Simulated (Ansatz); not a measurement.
**Calculated with Ansatz: CaMg2, relaxation**

Input:

```yaml
crystal:
  lattice:
    - [1.802695, 3.122356, 0.0]
    - [-1.802695, 3.122356, 0.0]
    - [0.0, 0.0, 5.601231]
  atoms:
    - { symbol: Ca, position: [0.0, 0.0, 0.0] }
    - { symbol: Mg, position: [0.33333, 0.33334, 0.25] }
    - { symbol: Mg, position: [0.66667, 0.66666, 0.75] }
  symmetry: { tolerance: 0.0003 }
kpoints:
  mp_grid: { grid: [6, 6, 3], shift: [0, 0, 0] }
magnetization:
  noncollinear: true
  spin_orbit: true
scf:
  occupations: { method: gaussian, width: 0.005 }
hamiltonian:
  pseudopotentials: { kind: paw_fr }
  xc: r2scan
basis:
  ecutwfc: 500
  ecutrho_ratio: 9
output:
  forces: true
  stress: true
  eigenvalues: true
  write_density: true
  write_potential: true
  elf: true
  volumetric_format: npy
relax:
  max_steps: 40
  cell: {}
```

The command:

```bash
ansatz run input.yaml --threads 1 --pin off --max-ram 2560MiB --backend cpu --events-out ev --progress --plain --runs-dir out
```

Origin of the cell: a known structure type with other elements, at an estimated volume, so it need not be a known compound.

Output (shortened):

```
SCF iter   1: F=—  HF=-5670.047344 eV  Δρ=5.09e-2  dr2=8.18e0  dr2_τ=3.35e-2  dr2_m=0.00e0 (ungated)  |M|=0.00e0 ∫|m|=0.00e0 μB
SCF iter   2: F=—  HF=-5669.043061 eV  Δρ=3.63e-2  dr2=4.37e0  dr2_τ=4.06e-3  dr2_m=0.00e0 (ungated)  |M|=0.00e0 ∫|m|=0.00e0 μB  defer=54
SCF iter   3: F=—  HF=-5668.220019 eV  Δρ=9.45e-3  dr2=1.89e-1  dr2_τ=1.20e-3  dr2_m=0.00e0 (ungated)  |M|=0.00e0 ∫|m|=0.00e0 μB  defer=54
SCF iter   4: F=—  HF=-5668.191897 eV  Δρ=3.99e-3  dr2=1.64e-2  dr2_τ=2.14e-5  dr2_m=0.00e0 (ungated)  |M|=0.00e0 ∫|m|=0.00e0 μB  defer=56
SCF iter   5: F=—  HF=-5668.190790 eV  Δρ=7.69e-4  dr2=4.17e-4  dr2_τ=8.08e-6  dr2_m=0.00e0 (ungated)  |M|=0.00e0 ∫|m|=0.00e0 μB  defer=56
SCF iter   6: F=—  HF=-5668.190879 eV  Δρ=2.59e-4  dr2=2.06e-4  dr2_τ=4.22e-7  dr2_m=0.00e0 (ungated)  |M|=0.00e0 ∫|m|=0.00e0 μB  defer=58
SCF iter   7: F=—  HF=-5668.190845 eV  Δρ=8.26e-5  dr2=1.55e-5  dr2_τ=3.86e-8  dr2_m=0.00e0 (ungated)  |M|=0.00e0 ∫|m|=0.00e0 μB  defer=56
SCF iter   8: F=—  HF=-5668.190856 eV  Δρ=1.86e-5  dr2=2.99e-7  dr2_τ=1.18e-9  dr2_m=0.00e0 (ungated)  |M|=0.00e0 ∫|m|=0.00e0 μB  defer=56
SCF iter   9: F=-5668.190856 eV  HF=-5668.190856 eV  Δρ=4.15e-6  dr2=1.29e-8  dr2_τ=1.21e-10  dr2_m=0.00e0 (ungated)  |M|=0.00e0 ∫|m|=0.00e0 μB
relax step   1: F+E_penalty+E_count = -5668.190856 eV  Δ(F+E_penalty+E_count) = +0.000e0 eV  max|allowed force component| = 4.378e0 eV/Å  Δτ_max = 0.0000 Å  P = +28.006 GPa  Ω = 63.055 Å³  (9 […]
relax step   2: F+E_penalty+E_count = -5670.470584 eV  Δ(F+E_penalty+E_count) = -2.280e0 eV  max|allowed force component| = 3.339e0 eV/Å  Δτ_max = 0.1949 Å  P = +17.937 GPa  Ω = 68.404 Å³  en […]
relax step   3: F+E_penalty+E_count = -5671.971508 eV  Δ(F+E_penalty+E_count) = -1.501e0 eV  max|allowed force component| = 1.915e0 eV/Å  Δτ_max = 0.1949 Å  P = +11.221 GPa  Ω = 72.822 Å³  en […]
relax step   4: F+E_penalty+E_count = -5672.744987 eV  Δ(F+E_penalty+E_count) = -7.735e-1 eV  max|allowed force component| = 6.935e-1 eV/Å  Δτ_max = 0.1515 Å  P = +6.561 GPa  Ω = 77.924 Å³  e […]
relax step   5: F+E_penalty+E_count = -5672.981014 eV  Δ(F+E_penalty+E_count) = -2.360e-1 eV  max|allowed force component| = 6.538e-1 eV/Å  Δτ_max = 0.0103 Å  P = +1.911 GPa  Ω = 88.663 Å³  e […]
[… 8 lines left out …]
relax step  14: F+E_penalty+E_count = -5673.395542 eV  Δ(F+E_penalty+E_count) = -3.090e-2 eV  max|allowed force component| = 2.874e-4 eV/Å  Δτ_max = 0.0000 Å  P = +0.414 GPa  Ω = 87.159 Å³  stress off target by 1.16e0 GPa […]
relax step  15: F+E_penalty+E_count = -5673.395757 eV  Δ(F+E_penalty+E_count) = -2.150e-4 eV  max|allowed force component| = 1.673e-2 eV/Å  Δτ_max = 0.0004 Å  P = -0.236 GPa  Ω = 88.670 Å³  e […]
relax step  16: F+E_penalty+E_count = -5673.399808 eV  Δ(F+E_penalty+E_count) = -4.051e-3 eV  max|allowed force component| = 2.633e-4 eV/Å  Δτ_max = 0.0011 Å  P = -0.005 GPa  Ω = 88.184 Å³  e […]
relax step  17: F+E_penalty+E_count = -5673.399831 eV  Δ(F+E_penalty+E_count) = -2.269e-5 eV  max|allowed force component| = 1.909e-4 eV/Å  Δτ_max = 0.0002 Å  P = -0.000 GPa  Ω = 88.197 Å³  e […]
relax step  18: F+E_penalty+E_count = -5673.399974 eV  Δ(F+E_penalty+E_count) = -1.430e-4 eV  max|allowed force component| = 2.242e-4 eV/Å  Δτ_max = 0.0000 Å  P = -0.001 GPa  Ω = 88.197 Å³  stress off target by 8.55e-4 GPa […]
SCF 18 converged in 5 iterations: F = -5673.399974 eV  dr2 = 9.71e-12
basis re-selected at this cell: Δ(F+E_penalty+E_count) = -1.430e-4 eV, ΔP = -0.000 GPa vs the last step (what re-selecting the basis moved, of the pressure what is left beyond the Pulay corre […]
SCF converged after 5 iterations
Magnetization: |M| = 0.0000 μB,  M = (+0.0000, +0.0000, +0.0000) μB
Absolute magnetization: 0.0000 μB (∫|m|)
  site 0: m = (+0.0000, +0.0000, +0.0000) μB, |m| = 0.0000 μB  (R = 1.43 Å)
  site 1: m = (+0.0000, +0.0000, +0.0000) μB, |m| = 0.0000 μB  (R = 1.29 Å)
  site 2: m = (+0.0000, +0.0000, +0.0000) μB, |m| = 0.0000 μB  (R = 1.29 Å)
Free energy (F): -5673.399974 eV
Harris-Foulkes:  -5673.399974 eV  (|F-HF|=1.82e-12)
Internal energy: -5673.399974 eV  (E = F + TS)
E sigma→0 (E₀):  -5673.399974 eV
Fermi energy:    5.073449 eV
--- Per-component energies (eV) ---
  E_band       = -930.695022
  E_kinetic    = 424.243879
  E_local      = -4195.888067  (includes V_loc(G=0)·N_el)
  E_nonlocal   = 255.543364
  E_hartree    = 1492.789751
  E_xc         = -187.299507
  E_vxc        = -267.519470  (∫ρ·V_xc dr)
  E_paw        = -1456.170550  (= ΣΔE_a)
  E_vpaw       = -149.272493  (= ΣTr[D̂ρ^β])
  E_aug_tail   = 0.000000  (compensation charges beyond the density's cutoff)
  E_vtau       = 16.618327  (kinetic-family band-sum trace: ∫τ·v_τ [+ j·A + Jᵃ·Aᵃ] dr)
  E_ewald      = -2006.344809
  E_core_change = -0.274034  (= ΣΔE_core)
  E_smearing   = -0.000000  (= −TS)
  Σ components = -5673.399974   (vs F -5673.399974, Δ=0.00e0)
--- Forces (eV/Å), atoms counted from 1 ---
  atom   1  Ca    -0.000000    -0.000000     0.000000
  atom   2  Mg    -0.000000     0.000000     0.000224
  atom   3  Mg     0.000000     0.000000    -0.000224
  max |Σ_I F_I| component: 1.16e-18 eV/Å
--- Stress (GPa, compression-positive) ---
       -0.000855       0.000000      -0.000000
        0.000000      -0.000855       0.000000
       -0.000000       0.000000      -0.000347
  P = ⅓ Tr σ = -0.0007 GPa (-0.007 kbar)
--- Relaxed structure (16 steps of the walk, 16 accepted, 2 SCFs on fresh bases) ---
  F+E_penalty+E_count = -5673.399974 eV   max|allowed force component| = 2.242e-4 eV/Å   (the final SCF, on the basis selected at the relaxed cell)
  cell:  # Å, volume = 88.1965 Å³
    - [1.798754, 3.115534, 9.305e-17]
    - [-1.798754, 3.115534, -9.305e-17]
    - [2.891e-16, 0.0, 7.868956]
  atoms:
    - { symbol: Ca, position: [0.0, 0.0, 4.129e-19] }
    - { symbol: Mg, position: [0.333333, 0.333333, 0.352260] }
    - { symbol: Mg, position: [0.666667, 0.666667, 0.647740] }
```

Caveats: no dispersion correction, so spacings can come out too large where layers or molecules are weakly bound; the k mesh is coarse if the cell is a metal; the relaxation held the start's symmetry, so the end may be a saddle point.

The run took 8.5 min on 1 thread of Arm Neoverse V1 (shared host), peak memory 1.3 GiB, from the program's own first density.
